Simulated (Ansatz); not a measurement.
Nb2Co3Ge:
```
CELL_PARAMETERS angstrom
      4.85347     0.00000     0.00000
     -2.42673     4.20322     0.00000
      0.00000     0.00000     7.60687
ATOMIC_POSITIONS crystal
  Nb 0.66667 0.33333 0.93804
  Nb 0.33333 0.66667 0.06196
  Nb 0.33333 0.66667 0.43804
  Nb 0.66667 0.33333 0.56196
  Co 0.17180 0.34361 0.75000
  Co 0.82820 0.65639 0.25000
  Co 0.82820 0.17180 0.25000
  Co 0.17180 0.82820 0.75000
  Co 0.65639 0.82820 0.75000
  Co 0.34361 0.17180 0.25000
  Ge 0.00000 0.00000 0.00000
  Ge 0.00000 0.00000 0.50000
```

Relaxed with r²SCAN. Special points in fractions of this cell's reciprocal vectors: Γ (0.000, 0.000, 0.000); M (0.500, 0.000, 0.000); K (0.333, 0.333, 0.000); A (0.000, 0.000, 0.500); L (0.500, 0.000, 0.500); H (0.333, 0.333, 0.500).

Task: List the band energies nearest the Fermi level at these points for DFT-r²SCAN in the program Ansatz with PAW potentials.

Result: In eV from the Fermi level; about four levels below and three above (degenerate sets whole), none deeper than 8.9 eV; points with the same levels are listed once.

```
k                          below                above
-  -----------------------------  -------------------
Γ        -0.58 -0.58 -0.22 -0.22       0.67 0.67 0.72
M        -0.62 -0.49 -0.35 -0.07       0.19 0.19 0.25
K  -0.50 -0.50 -0.50 -0.50 -0.09  0.10 0.10 0.36 0.36
A        -0.52 -0.52 -0.52 -0.52  0.43 0.43 0.67 0.67
L        -0.55 -0.55 -0.27 -0.27  0.07 0.07 0.32 0.32
H        -0.62 -0.62 -0.06 -0.06  0.14 0.14 0.39 0.39
```

Space group P6_3/mmc. The workflow started from a Materials Project entry (that database holds measured and hypothetical structures alike); the Crystallography Open Database copy checked does not list it. Its standing as an ambient phase is unchecked. Symmetry was held in the r²SCAN relaxation; its stability against distortions is not shown here. The run is not spin-polarised. Scalar-relativistic: spin–orbit coupling is off unless named, which matters more the heavier the elements.

Potentials: the later of the program's two PAW sets.
